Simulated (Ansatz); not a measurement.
One crystal and one scan (energy against volume) at two levels, r2SCAN+rVV10 (plane waves to 500 eV, PAW, scalar-relativistic; Ansatz, an electronic-structure program) and PBE-D3(BJ) (plane waves to 420 eV, PAW, scalar-relativistic; Ansatz), each from its own relaxed cell and on its own mesh. The cell shown is that of r2SCAN+rVV10.

Sb (A7 type, space group R-3m)

```yaml
crystal:
  lattice:
    - [2.16429, 1.24956, 3.78321]
    - [-2.16429, 1.24956, 3.78321]
    - [0.00000, -2.49911, 3.78321]
  atoms:
    - { symbol: Sb, position: [0.23322, 0.23322, 0.23322] }
    - { symbol: Sb, position: [0.76678, 0.76678, 0.76678] }
```

This relaxed cell (volume V₀) is scaled evenly in all directions, its shape held. The atoms relax within the cell's symmetry.

Energies are smeared free energies. Sb was relaxed with its symmetry unable to fall. Spin-orbit coupling is left out, though Sb is heavy. The PAW data are Ansatz's earlier set. With the shape held, the modulus is that of even scaling; a crystal free to change shape is softer. Percentages come from the unrounded values. Both scans cover V/V₀ from 0.940 to 1.060.

Results of r2SCAN+rVV10:

| Quantity | Result |
|---|---|
| Lattice constant a (Å) | 4.329 |
| Lattice constant c (Å) | 11.35 |
| Relaxed volume (Å³/atom) | 30.69 |
| Pressure at the smallest volume (GPa) | 3.0 |
| Bulk modulus at fixed cell shape B₀ (third-order Birch-Murnaghan fit) (GPa) | 43.2 |

Q: What does PBE-D3(BJ) give for the same quantities?

A: 
```csv
quantity,PBE-D3(BJ),r2SCAN+rVV10 − PBE-D3(BJ)
Lattice constant a (Å),4.322,+0.007 (+0.2 %)
Lattice constant c (Å),11.04,+0.31 (+2.8 %)
Relaxed volume (Å³/atom),29.76,+0.93 (+3.1 %)
Pressure at the smallest volume (GPa),3.2,-0.2 (-6 %)
Bulk modulus at fixed cell shape B₀ (third-order Birch-Murnaghan fit) (GPa),46.2,-3.0 (-6.4 %)
```

r2SCAN+rVV10 gives the higher value for: lattice constant c; relaxed volume. r2SCAN+rVV10 gives the lower value for: bulk modulus at fixed cell shape B₀. They agree on: lattice constant a (within 0.2 %).

(Under strain, the slope of the energy per volume gives the stress and its curvature an elastic modulus.)
